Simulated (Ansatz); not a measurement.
The start is a generated trial cell of NbAs in the CrB structure type. The cell and all atomic positions are relaxed at zero pressure with PBE (plane waves to 420 eV, PAW, scalar-relativistic; Ansatz, a first-principles code). The first steps use a coarse 6×6×6 k-mesh.

The start:
```yaml
crystal:
  lattice:
    - [2.16783, -5.72858, 0.00000]
    - [2.16783, 5.72858, 0.00000]
    - [0.00000, 0.00000, 4.27219]
  atoms:
    - { symbol: As, position: [0.56400, 0.43600, 0.75000] }
    - { symbol: As, position: [0.43600, 0.56400, 0.25000] }
    - { symbol: Nb, position: [0.85475, 0.14525, 0.75000] }
    - { symbol: Nb, position: [0.14525, 0.85475, 0.25000] }
```

Task: How large is the pressure on the unrelaxed cell, and of which sign?

Result: -20 GPa (negative: the cell is under tension).

Task: Which atoms feel the largest initial force, and how large is it?

Result: About 1.8 eV/Å, on As1, As2 (atoms numbered as listed).

Task: How much energy is released per atom?

Result: 1.64 eV/atom.

Task: How does the volume per atom move from start to end?

Result: -32.1 %, from 26.53 to 18.00 Å³/atom.

Task: How do the shortest distances between atoms change?

Result: The closest pairs of elements (up to four, under 3.6 Å), start → end: As–As 2.59 → 3.20 Å; As–Nb 3.18 → 2.63 Å; Nb–Nb 3.88 → 2.87 Å.

Task: What band gap does the relaxed structure have at this level?

Result: Zero (metallic).

Task: Give the final cell and atomic positions.

Result: 
```cif
data_As4Nb4
_chemical_formula_sum 'As4 Nb4'
_space_group_name_H-M_alt 'Cmcm'
_space_group_IT_number 63
_space_group_name_Hall '-C 2c 2'
_cell_length_a 3.35296
_cell_length_b 9.56631
_cell_length_c 4.48969
_cell_angle_alpha 90.000
_cell_angle_beta 90.000
_cell_angle_gamma 90.000
loop_
_atom_site_label
_atom_site_type_symbol
_atom_site_symmetry_multiplicity
_atom_site_Wyckoff_symbol
_atom_site_fract_x
_atom_site_fract_y
_atom_site_fract_z
_atom_site_occupancy
As1 As 4 c 0.00000 0.38090 0.25000 1
Nb1 Nb 4 c 0.00000 0.09340 0.25000 1
```
(The calculation used a cell of 4 atoms; values per cell refer to that cell.)

The space group stays Cmcm (No. 63) (the run could not lower it), with 4 atoms in the primitive cell. Final values are on a 15×15×10 k-mesh of the relaxed cell. No spin polarisation in the result.

The run could not lose the symmetry of its start, so the end can be a saddle point.

The relaxed structure here is a generated cell of NbAs: the first start was made by placing the elements on the sites of a structure type, and the end was not matched to a known phase here, so it may be hypothetical.
